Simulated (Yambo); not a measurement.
Yambo run on RbScS$_{2}$O$_{8}$ (space group P321, No. 150). The wavefunctions come from this Quantum ESPRESSO step (PBEsol, PseudoDojo standard norm-conserving files, scalar-relativistic):

```
&CONTROL
  calculation = 'nscf'
  pseudo_dir = './pseudo'
  outdir = './out'
/
&SYSTEM
  ibrav = 0
  nat = 12
  ntyp = 4
  ecutwfc = 84.0
  ecutrho = 336.0
  occupations = 'fixed'
  force_symmorphic = .true.
  nbnd = 287
/
&ELECTRONS
  conv_thr = 1.2000000000000002e-08
  diago_full_acc = .true.
  diago_thr_init = 1e-08
/
ATOMIC_SPECIES
O 15.9990 O.upf
S 32.0600 S.upf
Sc 44.9559 Sc.upf
Rb 85.4678 Rb.upf
CELL_PARAMETERS angstrom
  5.059629951000   0.000000000000   0.000000000000
 -2.529814975000   4.381768071000   0.000000000000
  0.000000000000   0.000000000000   8.768510000000
ATOMIC_POSITIONS crystal
O   0.095960000000   0.361740000000   0.151380000000
O   0.638260000000   0.734220000000   0.151380000000
O   0.265780000000   0.904040000000   0.151380000000
O   0.361740000000   0.095960000000   0.848620000000
O   0.734220000000   0.638260000000   0.848620000000
O   0.904040000000   0.265780000000   0.848620000000
O   0.333333333000   0.666666667000   0.376820000000
O   0.666666667000   0.333333333000   0.623180000000
S   0.333333333000   0.666666667000   0.210600000000
S   0.666666667000   0.333333333000   0.789400000000
Sc   0.000000000000   0.000000000000   0.000000000000
Rb   0.000000000000   0.000000000000   0.500000000000
K_POINTS automatic
3 3 2 0 0 0
```

Yambo input:

```
rim_cut
gw0
dyson
el_el_corr
HF_and_locXC
ppa
em1d
RandQpts= 1000000
RandGvec= 1 Ry
EXXRLvcs= 84 Ry
VXCRLvcs= 336 Ry
Chimod= "HARTREE"
% BndsRnXp
 2 | 286 |
%
NGsBlkXp= 7 Ry
% LongDrXp
 1.0 | 1.0 | 1.0 |
%
PPAPntXp= 27.2114 eV
% GbndRnge
 1 | 286 |
%
GTermKind= "BG"
DysSolver= "n"
ExtendOut
% QPkrange
 1 | 1 | 40 | 41 |
 2 | 2 | 40 | 41 |
 3 | 3 | 40 | 41 |
 4 | 4 | 40 | 41 |
 5 | 5 | 40 | 41 |
 6 | 6 | 40 | 41 |
%
```

k points by index: 1 = Γ, 2 = A, 3 = (0, 0.333, 0), 4 = (0, 0.333, -0.5), 5 = K, 6 = H.

Table of the .qp output:

```
#    K-point    Band    Eo [eV]    E [eV]    E-Eo [eV]    Vxc [eV]    Vnlxc [eV]    Sc|Eo [eV]    Sc|E [eV]    dSc/dw|Eo [eV]    Re(Z)    Im(Z)
#
    1    40    -0.045694    -1.482700    -1.437006    -19.88429    -25.63004    3.969592    4.308750    -6.421821    0.809061    -0.001128
    1    41    4.407802    6.694670    2.286868    -17.78388    -9.975168    -5.000747    -5.521846    -6.200079    0.814430    -0.001350
    2    40    0.000000    -1.431055    -1.431055    -20.01124    -25.76374    3.982940    4.321444    -6.436111    0.808718    -0.001123
    2    41    4.427456    6.740518    2.313062    -17.99326    -10.12096    -5.027862    -5.559244    -6.250832    0.813195    -0.001363
    3    40    -0.010419    -1.438928    -1.428509    -19.97379    -25.74373    4.004294    4.341433    -6.421581    0.809067    -0.001089
    3    41    4.365489    6.664809    2.299320    -17.69660    -9.754278    -5.116516    -5.643000    -6.230216    0.813696    -0.001394
    4    40    -0.029666    -1.460091    -1.430425    -19.95029    -25.72445    4.006266    4.343743    -6.419407    0.809120    -0.001081
    4    41    4.363723    6.660875    2.297152    -17.68049    -9.744317    -5.113427    -5.639021    -6.225553    0.813810    -0.001391
    5    40    -0.123905    -1.611031    -1.487125    -19.77542    -25.57007    3.958213    4.307527    -6.391256    0.809798    -0.001075
    5    41    4.429998    6.735190    2.305192    -17.76245    -9.778115    -5.146595    -5.679144    -6.285897    0.812343    -0.001455
    6    40    -0.209378    -1.678493    -1.469115    -19.73830    -25.53328    3.979019    4.325866    -6.423889    0.809012    -0.001124
    6    41    4.426253    6.729998    2.303746    -17.74864    -9.766480    -5.146595    -5.678409    -6.281158    0.812458    -0.001454
```
(The two width columns are left out.) Convergence of these settings isn't established.

Geometry of the Materials Project entry, not relaxed at this level.

The structure is a Materials Project entry; no match was found in the copy of COD used, and its stability was not checked.
